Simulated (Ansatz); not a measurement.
Bands of Ir

```
CELL_PARAMETERS angstrom
0.00000 1.91970 1.91970
1.91970 0.00000 1.91970
1.91970 1.91970 0.00000
ATOMIC_POSITIONS crystal
Ir 0.00000 0.00000 0.00000
```

The conventional cell has a = 3.839 Å, b = 3.839 Å, c = 3.839 Å, α = 90.00°, β = 90.00°, γ = 90.00°. Ir (atom 1) is surrounded by 12 Ir at 2.71 Å.

The geometry is COD entry 9008470, unchecked; take it as a test cell.

Spin–orbit coupling is left out, though it moves levels of the heavy atoms by tenths of an eV or more.

The calculation used Ansatz 0.2.0, DFT, PBEsol, all-electron LAPW, scalar-relativistic.

The runs use a Γ-centred 15×15×15 k mesh, Fermi–Dirac smearing of 0.05 eV, basis error target 0.5 meV/atom, no spin polarisation.

Points in fractions of the reciprocal vectors of this cell: Γ (0, 0, 0), X (0.5, 0, 0.5), U (0.625, 0.25, 0.625), K (0.375, 0.375, 0.75), L (0.5, 0.5, 0.5), W (0.5, 0.25, 0.75). The path joins them by straight lines in the order Γ–X–U–K–Γ–L–W–X; legs that retrace an earlier one aren't tabulated. Energies are in eV from the Fermi level.

Question: Metal or insulator at this level of theory?

Answer: No gap opens: metallic or semimetallic.

Question: Tabulate bands 16 to 23, counted from the lowest band of the run, along the path.

Answer: 
```csv
k (1/Å),point,band 16,band 17,band 18,band 19,band 20,band 21,band 22,band 23
0.00,Γ,-49.40,-11.23,-3.96,-3.96,-3.96,-1.24,-1.24,13.51
0.23,,-49.42,-10.92,-4.19,-3.78,-3.78,-1.51,-1.15,14.04
0.47,,-49.46,-10.06,-4.79,-3.28,-3.28,-2.20,-0.89,15.52
0.70,,-49.52,-8.84,-5.56,-2.94,-2.46,-2.46,-0.51,17.37
0.94,,-49.58,-7.81,-6.30,-3.00,-1.38,-1.38,-0.05,16.61
1.17,,-49.64,-7.63,-6.90,-1.66,-0.16,-0.16,0.39,14.14
1.40,,-49.68,-7.87,-7.29,0.41,0.72,0.95,0.95,12.02
1.64,X,-49.70,-8.00,-7.42,0.84,1.44,1.44,1.58,10.44
1.72,,-49.70,-7.97,-7.40,0.74,0.78,1.42,2.31,10.18
1.80,,-49.69,-7.88,-7.31,0.02,0.63,1.36,3.13,9.62
1.88,,-49.68,-7.75,-7.17,-0.67,0.39,1.27,3.99,8.95
1.97,,-49.68,-7.60,-6.97,-1.31,0.09,1.14,4.87,8.24
2.05,,-49.66,-7.42,-6.70,-1.91,-0.25,0.97,5.77,7.51
2.13,,-49.65,-7.23,-6.39,-2.46,-0.59,0.78,6.69,6.81
2.22,U,-49.64,-7.03,-6.07,-2.97,-0.94,0.56,6.15,7.63
2.36,,-49.64,-6.84,-5.88,-3.37,-1.22,0.57,6.05,7.94
2.50,,-49.64,-6.50,-5.68,-3.99,-1.56,0.70,6.27,7.89
2.64,,-49.65,-6.13,-5.56,-4.53,-1.78,0.79,6.61,7.62
2.79,,-49.65,-6.13,-5.56,-4.53,-1.78,0.79,6.61,7.62
2.93,,-49.64,-6.50,-5.68,-3.99,-1.56,0.70,6.27,7.89
3.07,,-49.64,-6.84,-5.88,-3.37,-1.22,0.57,6.05,7.94
3.22,K,-49.64,-7.03,-6.07,-2.97,-0.94,0.56,6.15,7.63
3.47,,-49.59,-6.40,-5.26,-4.18,-1.84,-0.23,4.60,10.51
3.71,,-49.53,-6.23,-4.91,-4.83,-2.40,-1.13,3.33,10.97
3.96,,-49.48,-7.18,-5.17,-4.18,-2.55,-2.03,1.67,12.70
4.21,,-49.45,-8.60,-5.03,-3.59,-2.82,-2.34,0.01,14.44
4.46,,-49.42,-9.94,-4.61,-3.47,-3.44,-1.89,-0.98,15.58
4.71,,-49.41,-10.89,-4.15,-3.82,-3.78,-1.44,-1.23,14.10
4.95,Γ,-49.40,-11.23,-3.96,-3.96,-3.96,-1.24,-1.24,13.51
5.16,,-49.41,-11.00,-4.08,-3.86,-3.86,-1.30,-1.30,13.90
5.36,,-49.42,-10.36,-4.35,-3.63,-3.63,-1.40,-1.40,14.90
5.56,,-49.45,-9.46,-4.54,-3.49,-3.49,-1.28,-1.28,14.25
5.76,,-49.47,-8.64,-4.24,-3.59,-3.59,-0.76,-0.76,12.42
5.97,,-49.49,-8.25,-3.81,-3.81,-3.15,-0.03,-0.03,10.33
6.17,,-49.51,-8.19,-3.99,-3.99,-1.67,0.61,0.61,8.22
6.37,L,-49.51,-8.19,-4.06,-4.06,-0.87,0.86,0.86,7.20
6.54,,-49.52,-8.05,-4.19,-3.93,-1.50,0.83,1.61,7.12
6.70,,-49.54,-7.64,-4.56,-3.57,-2.46,0.73,2.92,6.91
6.87,,-49.56,-7.05,-5.06,-3.32,-2.99,0.59,4.36,6.66
7.03,,-49.60,-6.36,-5.56,-4.02,-2.31,0.50,5.82,6.50
7.20,,-49.64,-5.98,-5.69,-4.53,-1.85,0.70,6.60,7.23
7.36,,-49.69,-6.25,-5.17,-4.85,-1.81,1.19,7.16,8.41
7.53,W,-49.70,-6.34,-4.95,-4.95,-1.87,1.44,8.05,8.94
7.64,,-49.70,-6.46,-5.59,-4.23,-1.70,1.44,8.05,8.09
7.76,,-49.70,-6.77,-6.14,-3.43,-1.24,1.44,7.06,8.23
7.88,,-49.70,-7.14,-6.60,-2.56,-0.66,1.44,6.00,8.49
8.00,,-49.70,-7.49,-6.96,-1.62,-0.07,1.44,4.89,8.88
8.11,,-49.70,-7.76,-7.21,-0.63,0.41,1.44,3.76,9.41
8.23,,-49.70,-7.94,-7.37,0.42,0.73,1.44,2.63,10.02
8.35,X,-49.70,-8.00,-7.42,0.84,1.44,1.44,1.58,10.44
```
